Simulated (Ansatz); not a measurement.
A short materials screen. An acoustic mirror alternates quarter-wave layers of high and low impedance; the larger the ratio, the fewer layers.

The yardstick is bcc W. Each row is paired with the reference. Frequency 6 GHz, 3 pairs, polycrystalline averages.

Where the numbers come from (Ansatz, a plane-wave PAW program, with an older set of its potentials): density: PBE, relaxed cell; longitudinal speed: PBE, elastic tensor, Hill average.

Runs started from generated or typed cells of the structure named: hcp Mg; bcc Fe; bcc W; bcc V; fcc Rh; fcc Pb; fcc Al. Magnetic states: bcc Fe ferromagnetic, the lowest of the collinear orders tried. Run without spin polarisation: bcc V. Spin–orbit coupling is left out unless named.

```csv
crystal,density (g/cm³),v_l (km/s)
hcp Mg,1.76,5.91
bcc Fe,8.17,6.17
"bcc W, reference",18.92,5.15
bcc V,6.29,6.04
fcc Rh,12.17,6.14
fcc Pb,10.74,2.24
fcc Al,2.72,6.69
```

Model: Z = ρ v_l; layer = v_l/4f; ratio = larger Z over smaller Z; isolation ≈ 20 × 3 × log₁₀(ratio), up to a constant set by the substrate.

Task: Work out impedance, quarter wave, impedance ratio and isolation for fcc Al.

Result: 
- Z = 2.72 × 6.69 = 18.20 MRayl
- quarter wave: 6.69 km/s/(4 × 6 GHz) = 279 nm
- impedance ratio: larger of 18.20/97.44 and its inverse = 5.354
- isolation: 20 × 3 × log₁₀(5.354) = 44 dB

Task: Rank all rows by impedance ratio, highest first.

Result: The same steps for every row:

```
crystal           impedance (MRayl)  quarter wave (nm)  impedance ratio  isolation (dB)
----------------  -----------------  -----------------  ---------------  --------------
hcp Mg                        10.40                246            9.369              58
bcc Fe                        50.41                257            1.933              17
bcc W, reference              97.44                215            1.000               0
bcc V                         37.99                252            2.565              25
fcc Rh                        74.72                256            1.304               7
fcc Pb                        24.06               93.3            4.050              36
fcc Al                        18.20                279            5.354              44
```

In order of impedance ratio, highest first: hcp Mg (9.369 ± 0.60), fcc Al (5.354 ± 0.34), fcc Pb (4.050 ± 0.26), bcc V (2.565 ± 0.16), bcc Fe (1.933 ± 0.12), fcc Rh (1.304 ± 0.083). The ± follows from allowances picked for this note (density 4 %, longitudinal speed 5 %), carried to first order and added in quadrature, each row's own inputs moving alone; ≈ joins neighbours closer than their two ± added in quadrature.

Sputtered films are textured or amorphous and softer than these crystals; shear waves need a mirror of their own. Where several phases of a formula are at hand, those over 0.1 eV/atom above the lowest were not drawn (by r²SCAN where it compared them, else by the largest value; a layered or molecular lowest phase counts only with a dispersion term); other phases could lie lower still. Rows are a sample by related chemistry or structure, familiar materials first, kept where one row at least reaches a ratio of 2.5. Limits of the draw: impedance over 8 MRayl; for moduli and speeds, an anisotropy index under 2.5, no layered crystals; no unfamiliar magnets, and cubic perovskites only if shown or known to be stable. As a rule kept out of such tables: 4f compounds, open-shell compounds run without a Hubbard term, cells found unstable in the tests at hand, cells close to a higher symmetry, and runs set to a pressure or over 12 % in volume from the crystal's fullest run.
